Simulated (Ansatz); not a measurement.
Bi$_{2}$S$_{3}$ (La2O3 or Ni2Al3 type, P-3m1), PBE (plane waves, PAW; program Ansatz), all energies at zero smearing, with the estimated change up to a 700 eV cutoff added, with one set of potentials and settings (totals compare only within such a set). Cell of 5 atoms (2 Bi, 3 S): -27506.438 eV.

| element | reference phase | E (eV/atom) |
|---|---|---|
| Bi | R-3m, 2 atoms in the cell | -12399.2353 |
| S | Fddd, 32 atoms in the cell | -902.0602 |

Formation energy per atom, worked out: (-27506.438 − 2×(-12399.2353) − 3×(-902.0602))/5 = -0.357 eV/atom (-34 kJ per mol of atoms), at 0 K, without zero-point energy or fitted corrections.

The cell is a constructed one: a structure type filled with these elements; neither database checked (COD, Materials Project) lists it. COD files the formula under space group No. 62. Its standing as an ambient phase is unchecked. The cell was relaxed with PBE under the symmetry of its start; its stability against distortions is not shown here. The references are the lowest solids computed at this level, not always the standard phases. Scalar-relativistic: spin–orbit coupling is off unless named, which matters more the heavier the elements.

Potentials: the earlier of the program's two PAW sets.
